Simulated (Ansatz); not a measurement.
With DFT-PBE in the program Ansatz with PAW potentials, SiGe in the monoclinic phase (Cm; Pearson symbol mS32) relaxes to a = 13.720 Å, b = 7.923 Å, c = 7.923 Å, β = 125.2°. Si on 2a has 4 nearest neighbours from 2.40 Å (tetrahedral); Ge on 4b has 4 nearest neighbours from 2.41 Å (tetrahedral); Ge on 2a has 4 nearest neighbours from 2.40 Å (tetrahedral); Ge on 4b has 4 nearest neighbours from 2.41 Å (tetrahedral). Against the elements it lies at 1.9 kJ/mol of atoms, with no fitted shifts.

The Kohn–Sham gap is 0.39 eV (direct). The valence maximum lies at Γ and the conduction minimum at Γ. Electrons at the band edge weigh 0.11, 0.15, 0.27 mₑ (principal values). The hole mass is 0.059, 0.35, 0.40 mₑ (principal values).

The start of the workflow was typed in or built on a structure type; neither database checked (COD, Materials Project) lists it. Its standing as an ambient phase is unchecked. The cell was relaxed with PBE under the symmetry of its start; whether a distortion lowers the energy is not shown. The references are the lowest solids computed at this level, not always the standard phases. Scalar-relativistic: spin–orbit coupling is off unless named, which matters more the heavier the elements.

Potentials: the earlier of the program's two PAW sets.
